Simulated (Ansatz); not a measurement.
The relaxed structure here is a generated cell of Y: the first start was made by placing the elements on the sites of a structure type, and the end was not matched to a known phase here, so it may be hypothetical. Known forms of Y include space group No. 194.

One stationary structure of Y. Calculation: r2SCAN (plane waves to 500 eV, PAW, scalar-relativistic; Ansatz, a first-principles code).

```xyz
1
Lattice="-1.8030 1.8030 2.5515 1.8030 -1.8030 2.5515 1.8030 1.8030 -2.5515" Properties=species:S:1:pos:R:3 pbc="T T T"
Y      0.0000     0.0000     2.5515
```

Determine the symmetry and give the standard cell with its independent sites.

Space group Fm-3m (No. 225); a = b = c = 5.101 Å, α = β = γ = 90.00°

| atom | site | symmetry | x | y | z |
|---|---|---|---|---|---|
| Y | 4b | m-3m | 0.5000 | 0.5000 | 0.5000 |

This is the fcc (Cu type).

Give the shortest distances between elements (the closest pairs, up to four, under 3.6 Å).

.

The volume per atom comes out as 33.18 Å³. The density is 4.45 g/cm³. The band gap is zero (metallic).

No spin polarisation in the result.

The run could not lose the symmetry of its start, so the end can be a saddle point.

It was reached from a disturbed copy of a Pm-3m (No. 221) cell (simple cubic type), against which it lies -0.81 eV/atom.
